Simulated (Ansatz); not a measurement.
## Au: a two-dimensional sheet

The cell was found from a structure generator's guess, not taken from experiment.

Theory: DFT PBE, scalar-relativistic, plane waves, PAW in Ansatz. Cutoff 420 eV; k points 20×20×1 on the computed 1-atom cell (Γ-centred); Gaussian smearing, width 0.10 eV; no spin polarisation.

This is a two-dimensional sheet: the third axis spans vacuum and isn't periodic.

```
Au
1.0
     2.66227    0.00000    0.00000
     0.00000    2.66170    0.00000
     0.00000    0.00000   23.80000
Au
1
Direct
  0.00000 0.50000 0.29412
```

Energies count from the standard state of Au at the same level.

| Property | Result |
| --- | --- |
| Layer group | p4/mmm (No. 61) |
| In-plane cell | a = 2.662 Å, b = 2.662 Å, γ = 90.0° |
| Area per atom | 7.09 Å² |
| Thickness between the outermost nuclei | 0.00 Å |
| Energy over the standard state | +0.57 eV/atom |
| Band gap over mesh and path | none (metal or semimetal) |
| Density of states at the Fermi level | 0.3 states/eV per cell |
| Löwdin character within 0.5 eV of the Fermi level | Au 6s 47 %, Au 5d 43 %, unprojected 10 % |
| Bader charges (e) | Au1 0.00 |

Levels along Γ–X–M–Γ, in eV from the Fermi level, sorted by energy at each point. Points in fractions of the primitive reciprocal vectors: Γ (0.000 0.000 0.000), X (0.000 0.500 0.000), M (0.500 0.500 0.000).
| point | k (1/Å, with 2π) | band 6 | band 7 | band 8 | band 9 | band 10 | band 11 | band 12 |
| --- | --- | --- | --- | --- | --- | --- | --- | --- |
| Γ | 0.000 | -5.40 | -2.61 | -1.29 | -1.29 | -0.64 | 1.89 | 5.52 |
| - | 0.169 | -5.31 | -2.58 | -1.50 | -1.28 | -0.73 | 2.12 | 5.62 |
| - | 0.337 | -4.93 | -2.46 | -1.99 | -1.24 | -0.99 | 2.70 | 5.93 |
| - | 0.506 | -4.10 | -2.55 | -2.28 | -1.34 | -1.20 | 3.47 | 6.45 |
| - | 0.674 | -3.07 | -2.90 | -2.02 | -1.70 | -1.14 | 4.37 | 7.18 |
| - | 0.843 | -3.48 | -2.06 | -2.00 | -1.10 | -1.09 | 5.35 | 7.36 |
| - | 1.012 | -3.73 | -2.21 | -1.86 | -1.06 | 0.59 | 5.29 | 6.32 |
| X | 1.180 | -3.82 | -2.28 | -1.80 | -1.05 | 1.79 | 3.98 | 6.83 |
| - | 1.349 | -3.80 | -2.53 | -1.77 | -1.19 | 2.11 | 4.02 | 7.03 |
| - | 1.517 | -3.72 | -3.12 | -1.70 | -1.56 | 2.86 | 4.12 | 7.57 |
| - | 1.686 | -3.60 | -3.30 | -2.04 | -1.57 | 3.80 | 4.31 | 8.37 |
| - | 1.855 | -3.47 | -2.51 | -2.22 | -1.35 | 4.62 | 4.79 | 9.33 |
| - | 2.023 | -3.34 | -2.89 | -1.60 | -0.60 | 5.14 | 5.72 | 10.40 |
| - | 2.192 | -3.26 | -3.14 | -1.45 | 0.31 | 5.99 | 6.43 | 10.66 |
| M | 2.360 | -3.22 | -3.22 | -1.42 | 0.67 | 6.71 | 6.71 | 9.41 |
| - | 2.599 | -3.20 | -3.14 | -1.49 | 0.02 | 4.61 | 7.51 | 10.70 |
| - | 2.837 | -3.11 | -2.90 | -1.72 | -1.30 | 1.81 | 8.56 | 9.27 |
| - | 3.076 | -2.92 | -2.65 | -2.53 | -2.12 | -0.47 | 6.58 | 8.85 |
| - | 3.314 | -3.81 | -2.58 | -2.28 | -2.10 | -1.57 | 4.86 | 7.39 |
| - | 3.553 | -4.69 | -2.33 | -2.09 | -1.69 | -1.33 | 3.43 | 6.35 |
| - | 3.791 | -5.22 | -2.54 | -1.56 | -1.40 | -0.83 | 2.34 | 5.73 |
| Γ | 4.029 | -5.40 | -2.61 | -1.29 | -1.29 | -0.64 | 1.89 | 5.52 |

The last run used a 20×20×1 mesh for its 1-atom cell and Gaussian smearing of 0.10 eV. Spin–orbit coupling, which can matter for Au, is left out.
